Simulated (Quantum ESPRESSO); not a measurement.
# CaZn2MgO4: a curve over one atom's position

Computed values, not a measurement. The program is pw.x of Quantum ESPRESSO 7.5 (plane-wave density functional theory). The cell is made up: 8 atoms on a rocksalt lattice, with randomly drawn elements, strain and displacements, not relaxed. PseudoDojo standard norm-conserving files (v0.5 for PBE, v0.4.1 for LDA and PBEsol) set the functional; there is no spin polarisation, spin-orbit coupling or dispersion term, and the masses in the input are unused placeholders.

Seven runs move atom 4 (Zn, counted in the order of the input) along y and keep all else fixed.

Input of the run at -0.0190:

```
&control calculation='scf', pseudo_dir='./dojo.nc.sr.pbe.v0_5.standard.upf', outdir='./o', disk_io='medium', tprnfor=.true., tstress=.true. /
&system ibrav=0, nat=8, ntyp=4, nbnd=48, ecutwfc=84.00895049, nosym=.true., tot_charge=0,
 occupations='smearing', smearing='fd', degauss=0.0018374661
/
&electrons conv_thr=7.350e-09, electron_maxstep=60, /
ATOMIC_SPECIES
Ca 1.0 Ca.upf
Mg 1.0 Mg.upf
O 1.0 O.upf
Zn 1.0 Zn.upf
CELL_PARAMETERS angstrom
4.4694 -0.0194 -0.0104
-0.0194 4.39 0.0654
-0.0104 0.0654 4.363
ATOMIC_POSITIONS angstrom
Ca 0.0716 0.0248 0.1111
Zn -0.0315 2.1882 2.1719
Mg 2.3842 -0.1324 2.0955
Zn 2.1817 2.1299 0.0034
O 2.1776 -0.0047 0.0077
O 2.1508 2.2152 2.332
O 4.5496 0.0653 2.1866
O 4.5806 2.1271 0.0638
K_POINTS automatic
4 4 4 1 1 1
```

| shift of atom 4 along y (Å) | free energy less that of the input shown (eV) | Fx on atom 4 (eV/Å) | Fy on atom 4 (eV/Å) | Fz on atom 4 (eV/Å) | pressure (GPa) | iterations |
| --- | --- | --- | --- | --- | --- | --- |
| -0.1321 | 0.0294 | 0.126 | 0.561 | 0.014 | 9.12 | 12 |
| -0.1064 | 0.0170 | 0.124 | 0.408 | 0.028 | 8.96 | 12 |
| -0.0601 | 0.0037 | 0.118 | 0.178 | 0.048 | 8.74 | 12 |
| -0.0335 | 0.0005 | 0.113 | 0.066 | 0.057 | 8.66 | 12 |
| -0.0190 | 0.0000 | 0.111 | 0.009 | 0.061 | 8.62 | 12 |
| +0.0506 | 0.0082 | 0.095 | -0.241 | 0.070 | 8.56 | 12 |
| +0.1132 | 0.0304 | 0.076 | -0.472 | 0.064 | 8.66 | 12 |

A cubic fit gives dFy/dy = -3.64 eV/Å² at zero shift. Across the table the free energy follows the integral of the force to within 0.2 meV. A rerun of one of the cells at 1437 eV and a 6 x 6 x 6 mesh moved values by no more than 0.002 eV in energy, 0.04 GPa in stress and 0.010 eV/Å in force.